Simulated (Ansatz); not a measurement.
SiGe in space group Pmma (No. 51; Si on 2e, Si on 2f, Ge on 2e, Ge on 2f), plane-wave PAW r²SCAN (Ansatz code). The conduction-band minimum lies at Z, with 1 equivalent valley. Second derivatives d²E/dk² of the lowest band at one valley (eV·Å²), along Cartesian directions:

```json
[
 {"direction": "[100]", "d²E/dk²": "27.63"},
 {"direction": "[010]", "d²E/dk²": "52.34"},
 {"direction": "[001]", "d²E/dk²": "2.486"},
 {"direction": "[110]", "d²E/dk²": "40.05"},
 {"direction": "[101]", "d²E/dk²": "15.08"},
 {"direction": "[011]", "d²E/dk²": "27.43"}
]
```

Find the principal effective masses, the density-of-states mass and the conductivity mass.

Off-diagonal terms follow from H_xy = H[110] − (H_xx + H_yy)/2, and m*/mₑ = 7.620 eV·Å² over each eigenvalue: 0.15, 0.28, 3.1. One valley's DOS mass (m₁m₂m₃)^(1/3) = 0.50, conductivity mass 3/(Σ 1/mᵢ) = 0.28 mₑ.

What effective density of states Nc follows at 300 K for parabolic valleys?

Nc = 2.509e19 × 1 × (0.50)^(3/2) ≈ 8.9e18 cm⁻³.

The start of the workflow was typed in or built on a structure type; neither database checked (COD, Materials Project) lists it. Its standing as an ambient phase is unchecked. The cell was relaxed with r²SCAN under the symmetry of its start; its stability against distortions is not shown here. Scalar-relativistic: spin–orbit coupling is off unless named, which matters more the heavier the elements.

Potentials: the later of the program's two PAW sets.

Edges and masses are those of Kohn–Sham bands, whose gap is no quasiparticle gap.
